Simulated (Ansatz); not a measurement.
A short bond in Nb (hcp type)

```
Nb
1.0
     2.95639    0.00000    0.00000
    -1.47820    2.56031    0.00000
     0.00000    0.00000    4.78936
Nb
2
Cartesian
  0.0000 1.7069 1.1973
  1.4782 0.8534 3.5920
```

The cell is a prototype at a set volume, not relaxed; it needn't be the stable phase.

Its shortest bond, of 2.941 Å between atom 1 (Nb) and the nearest image of atom 2 (Nb), is scaled by moving both atoms along it, with the cell held. The force apart is half the difference of the two atoms' forces along the bond; it holds the pull and push of their other neighbours too.

All numbers are LDA results (scalar-relativistic) from Ansatz 0.2.0, with a Γ-centred 12×12×6 k mesh, Fermi–Dirac smearing of 0.05 eV, no spin polarisation. Methods: LAPW: all electrons, basis error target 1 meV/atom; PAW: frozen-core files, cutoff 420 eV; PAW (partial waves polarizable): frozen-core files, cutoff 420 eV.

Energies are extrapolated to zero smearing and count from the unscaled cell; pressure is positive in compression; gaps take the mesh and a band path. No temperature or zero-point motion is included.

The PAW files were made under PBE.

```json
{"bond (Å)": "2.941", "force apart (eV/Å)": "0.00", "P LAPW (GPa)": "-4.52", "ΔE LAPW (eV/atom)": "0.000", "P PAW − LAPW (GPa)": "0.01", "ΔE PAW − LAPW (meV/atom)": "0.0", "force PAW − LAPW (eV/Å)": "0.000"}
{"bond (Å)": "2.764", "force apart (eV/Å)": "1.06", "P LAPW (GPa)": "-3.24", "ΔE LAPW (eV/atom)": "0.046", "P PAW − LAPW (GPa)": "0.00", "ΔE PAW − LAPW (meV/atom)": "-0.1", "force PAW − LAPW (eV/Å)": "-0.001"}
{"bond (Å)": "2.059", "force apart (eV/Å)": "?", "P LAPW (GPa)": "27.4", "ΔE LAPW (eV/atom)": "?", "P PAW − LAPW (GPa)": "-0.07", "ΔE PAW − LAPW (meV/atom)": "-1.9", "force PAW − LAPW (eV/Å)": "-0.021"}
{"bond (Å)": "1.882", "force apart (eV/Å)": "14.01", "P LAPW (GPa)": "54.0", "ΔE LAPW (eV/atom)": "1.788", "P PAW − LAPW (GPa)": "-0.23", "ΔE PAW − LAPW (meV/atom)": "-5.9", "force PAW − LAPW (eV/Å)": "-0.075"}
```

Q: Fill in "force apart (eV/Å)" for the row "2.059".

A: 5.92.

Q: Fill in "ΔE LAPW (eV/atom)" for the row "2.059".

A: 0.970.

Q: At the last bond length, how far does PAW (partial waves polarizable) lie from LAPW in pressure and in the largest force component?

A: PAW (partial waves polarizable): -0.24 GPa, 0.062 eV/Å, on a LAPW pressure of 54.0 GPa.

Q: How do the Löwdin populations by LAPW change from the unscaled cell to the last row, on the two atoms of the bond?

A: Nb1 4s 1.93 → 1.88, Nb1 5s 0.72 → 0.64, Nb1 4p 5.98 → 5.91, Nb1 4d 4.34 → 4.52, Nb2 4s 1.93 → 1.88, Nb2 5s 0.72 → 0.64, Nb2 4p 5.98 → 5.91, Nb2 4d 4.34 → 4.52 electrons an atom. These are projections on the shells that the free atoms fill; 0.08 e a cell lies outside them at the start and 0.12 e at the end.
